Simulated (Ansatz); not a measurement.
AlCu in space group C2/m (No. 12; Pearson symbol mS20) at seven volumes, r²SCAN in the plane-wave PAW code Ansatz, shape and atoms relaxed at each. One row is withheld.

| V (Å³/atom) | P (GPa) |
|---|---|
| 12.465 | 14.63 |
| 12.876 | 8.94 |
| 13.287 | 4.10 |
| 13.698 | 0.00 |
| 14.109 | -3.48 |
| 14.520 | ? |
| 14.931 | -8.90 |

**Question.** Fit the shown pressures and predict the withheld one.

**Answer.** Third-order Birch–Murnaghan: P = (3/2)B₀(x^(7/2) − x^(5/2))[1 + (3/4)(B′ − 4)(x − 1)] with x = (V₀/V)^(2/3). Least squares on the six rows gives V₀ = 13.698 Å³/atom, B₀ = 125.4 GPa, B′ = 4.50. At V = 14.520, x = 0.9619 and P = -6.41 GPa. The run itself gave -6.42 GPa.

The first step of the workflow began from a Materials Project structure, measured or hypothetical; the Crystallography Open Database files this formula in space group No. 12, but the cells were not matched. Its standing as an ambient phase is unchecked. The cell was relaxed with r²SCAN under the symmetry of its start; whether a distortion lowers the energy is not shown. The run is not spin-polarised.

Potentials: the earlier of the program's two PAW sets.
